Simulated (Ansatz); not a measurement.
LuTi2Ga4 with scf.convergence.dr2_threshold, scf.max_iter changed

Level of theory: PBEsol, no spin polarisation, scalar-relativistic; Ansatz, plane waves to 420 eV (PAW set soft_2), k-mesh 3×3×3. These are the settings of the reference run.

Cell:

```
cell
1.0
     0.0000    6.6046   -5.3902
    -6.6046    0.0000    5.3902
     6.6046    0.0000    5.3902
Ga Lu Ti
16 4 8
Direct
  0.3024 0.0000 0.3024
  0.8024 0.7500 0.5524
  0.3024 0.5000 0.8024
  0.8024 0.2500 0.0524
  0.1976 0.2500 0.4476
  0.6976 0.0000 0.6976
  0.1976 0.7500 0.9476
  0.6976 0.5000 0.1976
  0.8024 0.0524 0.2500
  0.3024 0.8024 0.5000
  0.8024 0.5524 0.7500
  0.3024 0.3024 0.0000
  0.1976 0.4476 0.2500
  0.6976 0.1976 0.5000
  0.1976 0.9476 0.7500
  0.6976 0.6976 0.0000
  0.0000 0.0000 0.0000
  0.5000 0.7500 0.2500
  0.0000 0.5000 0.5000
  0.5000 0.2500 0.7500
  0.5000 0.3750 0.3750
  0.0000 0.1250 0.6250
  0.5000 0.8750 0.8750
  0.0000 0.6250 0.1250
  0.0000 0.8750 0.3750
  0.5000 0.6250 0.6250
  0.0000 0.3750 0.8750
  0.5000 0.1250 0.1250
```

The reference run of this cell is solved again as a single point with these keys changed:

| key | reference run | changed run |
| --- | --- | --- |
| scf.convergence.dr2_threshold | not typed | -1e-06 |
| scf.max_iter | not typed | 80 |

Question: Does this change matter?

Answer: It is refused before the calculation starts. Message: Error: invalid value for `scf.convergence.dr2_threshold`: must be finite and > 0; got -0.000001 eV
